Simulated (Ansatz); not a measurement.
KRb$_{2}$TlF$_{6}$:
```
KRb2TlF6
1.0
    0.00000     4.67452     4.67452
    4.67452     0.00000     4.67452
    4.67452     4.67452     0.00000
K Rb Tl F
1 2 1 6
Direct
  0.50000   0.50000   0.50000
  0.75000   0.75000   0.75000
  0.25000   0.25000   0.25000
  0.00000   0.00000   0.00000
  0.76962   0.23038   0.23038
  0.23038   0.76962   0.76962
  0.23038   0.76962   0.23038
  0.76962   0.23038   0.76962
  0.23038   0.23038   0.76962
  0.76962   0.76962   0.23038
```

Relaxed with HSE06.

Problem. Give the Bader charges and basin volumes of the independent atoms, DFT-HSE06 in the program Ansatz with PAW potentials.

Solution. 

| atom | Bader charge (e) | Bader volume (Å³) |
|---|---|---|
| K1 | +0.89 | 18.0 |
| Rb2 | +0.93 | 29.9 |
| Tl4 | +1.96 | 14.3 |
| F5 | -0.79 | 18.5 |

Space group Fm-3m. The workflow started from a Materials Project entry (that database holds measured and hypothetical structures alike); the Crystallography Open Database copy checked does not list it. Whether it is the stable phase at ambient conditions was not checked. Symmetry was held in the HSE06 relaxation; its stability against distortions is not shown here. Scalar-relativistic: spin–orbit coupling is off unless named, which matters more the heavier the elements.

Potentials: the later of the program's two PAW sets.
